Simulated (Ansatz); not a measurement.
AlP (NiAs type, P6_3/mmc), PBE in the plane-wave PAW code Ansatz, all energies at zero smearing, with the estimated change up to a 700 eV cutoff added, with one set of potentials and settings (totals compare only within such a set). Cell of 4 atoms (2 Al, 2 P): -2587.893 eV.

```
element             reference phase  E (eV/atom)
-------  --------------------------  -----------
Al       Fm-3m, 1 atoms in the cell    -537.5055
P         Cmce, 4 atoms in the cell    -755.6733
```

Formation energy per atom, worked out: (-2587.893 − 2×(-537.5055) − 2×(-755.6733))/4 = -0.384 eV/atom (-37 kJ per mol of atoms), at 0 K, without zero-point energy or fitted corrections.

The start of the workflow was typed in or built on a structure type; neither database checked (COD, Materials Project) lists it. It is not the phase usual at ambient conditions (space group No. 216). Symmetry was held in the PBE relaxation; its stability against distortions is not shown here. The references are the lowest solids computed at this level, not always the standard phases.

Potentials: the earlier of the program's two PAW sets.
